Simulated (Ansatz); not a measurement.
Ag (simple hexagonal, space group No. 191) at seven volumes, r²SCAN in the plane-wave PAW code Ansatz, shape and atoms relaxed at each. One row is withheld.

| V (Å³/atom) | P (GPa) |
|---|---|
| 17.072 | 10.93 |
| 17.634 | ? |
| 18.197 | 2.94 |
| 18.760 | 0.00 |
| 19.323 | -2.40 |
| 19.886 | -4.35 |
| 20.448 | -5.95 |

Task: Fit the shown pressures and predict the withheld one.

Result: Third-order Birch–Murnaghan: P = (3/2)B₀(x^(7/2) − x^(5/2))[1 + (3/4)(B′ − 4)(x − 1)] with x = (V₀/V)^(2/3). Least squares on the six rows gives V₀ = 18.760 Å³/atom, B₀ = 88.44 GPa, B′ = 5.75. At V = 17.634, x = 1.0421 and P = 6.54 GPa. The run itself gave 6.54 GPa.

Space group P6/mmm (simple hexagonal). The start of the workflow was typed in or built on a structure type; neither database checked (COD, Materials Project) lists it. It is not the phase usual at ambient conditions (space group No. 225). The r²SCAN relaxation kept the symmetry of its start. At this level the phase is mechanically unstable. The run is not spin-polarised.

Potentials: the later of the program's two PAW sets.
